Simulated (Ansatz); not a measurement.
Two inputs for FePt

Cell: a COD entry.

```xyz
2
Lattice="2.7235 0.0000 0.0000 0.0000 2.7235 0.0000 0.0000 0.0000 3.7200" Properties=species:S:1:pos:R:3 pbc="T T T"
Fe    0.0000    0.0000    0.0000
Pt    1.3618    1.3618    1.8600
```

Sites (sets of like atoms) are named by element and the number of their first atom in this list.

Reference run. Method: Kohn–Sham DFT in Ansatz, PBE, plane waves and PAW, scalar-relativistic, collinear spin, 420 eV cutoff, Γ-centred 12×12×9 k-points, Fermi–Dirac smearing 0.05 eV. Start moments as typed (μB): 3 on each Fe, none on the rest.

Question: The input is changed as follows: `kpoints.mp_grid.grid`: [12, 12, 9] → [15, 15, 11]; `hamiltonian.pseudopotentials`: {kind: paw} → {kind: paw_fr}; `magnetization`: {spin_polarized: true} → {noncollinear: true, spin_orbit: true}. What happens to V_zz (10²¹ V/m²) and η?

Answer: 

| site | atom | V_zz reference | η reference | V_zz changed | η changed |
| --- | --- | --- | --- | --- | --- |
| Fe | 1 | 1.98 | 0.00 | 1.95 | 0.00 |
| Pt | 2 | 3.72 | 0.00 | 2.61 | 0.00 |

The largest change of V_zz is on Pt, from 3.72 to 2.61. In per cent, |V_zz| changes by -30 on Pt (all sites that start above 2). The absolute magnetisation of the cell goes from 3.5 to 3.4 μB. SCF iterations: 11 and 15. New warnings: stress scf threshold loose.

On the reference run: With no gap above 0.1 eV, as in a metal, the gradients converge slowly in k; expect changes of a tenth or more on a denser mesh. Spin–orbit coupling is left out, which shifts gradients on Pt by a few per cent in wide-gap crystals, and can shift them far more where the calculated gap is small or absent, as here. With these PAW files V_zz is typically within 2 to 3 % of all-electron values, but misses above 10 % occur on Fe. The magnetic order is the one that the run reached from its start moments, not necessarily the measured one.
